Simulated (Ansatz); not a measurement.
Computed with Ansatz, DFT PBE, scalar-relativistic, plane waves, PAW. The final run on the 6-atom cell used 420 eV, a Γ-centred 18×18×4 mesh, 0.10 eV smearing and no spin polarisation.

Formation energies are uncorrected and count from the elements' standard states at the same level.

**Question.** Suggest a trial structure for a hexagonal metal that holds Ru and 1 more element, with a formation energy near −0.12 eV/atom and about 16 Å³ per atom, in a cell of 6 atoms.

**Answer.** Al5Ru, space group P-6m2 (No. 187). Al on a site of symmetry 3m is surrounded by 12 Al at 2.85–2.89 Å; Al on a second site of symmetry 3m has 3 Ru at 2.55 Å and 9 Al at 2.88–2.89 Å; around Al on a site of symmetry -6m2 lie 12 Al at 2.85–2.89 Å; Ru is surrounded by 6 Al at 2.55 Å and 6 Ru at 2.89 Å.

```xyz
6
Lattice="2.8880 0.0000 0.0000 -1.4440 2.5010 0.0000 0.0000 0.0000 13.1872" Properties=species:S:1:pos:R:3 pbc="T T T"
Al    0.0000    0.0000    8.9090
Al    0.0000    1.6674   11.2527
Al    0.0000    1.6674    1.9345
Al    0.0000    0.0000    4.2782
Al    0.0000    1.6674    6.5936
Ru    1.4440    0.8337    0.0000
```

* Volume per atom: 15.88 Å³
* Density: 4.11 g/cm³
* Energy over the elements: −0.12 eV/atom
* Gap on the 18×18×4 mesh of the 6-atom cell: 0 eV (a metal)

The cell was found from a structure generator's guess, not taken from experiment. The answer needn't be unique; the calculation gave this one.

Symmetry constrained the relaxation, so the result can be a saddle point.
